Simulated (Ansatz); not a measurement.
Data sheet: Na₃Bi (DFT)

Na₃Bi:
```
Na3Bi
1.0
    5.41336     0.00000     0.00000
   -2.70668     4.68810     0.00000
    0.00000     0.00000     9.63387
Na Bi
6 2
Cartesian
  0.00000   3.12540   8.83799
  2.70668   1.56270   0.79588
  2.70668   1.56270   4.02105
  0.00000   3.12540   5.61282
  0.00000   0.00000   2.40847
  0.00000   0.00000   7.22540
  2.70668   1.56270   7.22540
  0.00000   3.12540   2.40847
```

Space group P6_3/mmc (No. 194); conventional cell a = 5.413 Å, b = 5.413 Å, c = 9.634 Å, α = 90.00°, β = 90.00°, γ = 120.00°.

Method: the program Ansatz at the PBEsol level (PAW). Structure relaxed to zero pressure with the same functional. Other levels are named where they apply.

**Cell and energy**

```yaml
volume_per_atom: 30.56 Å³
density: 3.78 g/cm³
Formation energy from the elements (no fitted shifts): -37 kJ/mol of atoms
```

**Electronic structure**

```yaml
electronic_character: no gap, with almost no states at the Fermi level (zero-gap or semimetallic)
Density of states at the Fermi level: 0.00 states/eV per atom (mean over ±0.08 eV)
HSE06 gap on the PBEsol cell: 0.24 eV (a hybrid on a coarse mesh can open a false gap in a semimetal)
Gap with spin–orbit coupling: none (metallic)
```

**Mechanics**

```yaml
Bulk modulus (Birch–Murnaghan fit): 18.2 GPa
Pressure derivative B′: 4.1
Elastic constants (relaxed ions, GPa): C11 = 38.3, C12 = 13.9, C13 = 4.2, C33 = 42.8, C44 = 7.6
mechanical_stability: stable (all eigenvalues of C positive)
hill_bulk_and_shear_moduli: 18.2 and 11.2 GPa
Young's modulus: 27.9 GPa
Poisson's ratio: 0.24
debye_temperature_from_the_elastic_constants: 182 K
```

**Phonons**

```yaml
highest_zone_centre_frequency: 187 cm^-1
zone_centre_stability: no imaginary mode at Γ
```

The first step of the workflow began from a Materials Project structure, measured or hypothetical; the Crystallography Open Database files this formula in space group No. 194, but the cells were not matched. Its standing as an ambient phase is unchecked. The PBEsol relaxation kept the symmetry of its start. As this level gives no gap, shear constants depend on the k-mesh and smearing (Fermi–Dirac, 0.1 eV here). As this level gives no gap, phonon frequencies hold no LO–TO term and depend on the k-mesh and smearing (Fermi–Dirac, 0.1 eV here). Axis ratios of metals converge slowly with the k-mesh, so a and c are less sure than the volume. The references are the lowest solids computed at this level, not always the standard phases. Scalar-relativistic: spin–orbit coupling is off unless named, which matters more the heavier the elements.

Potentials: the later of the program's two PAW sets.
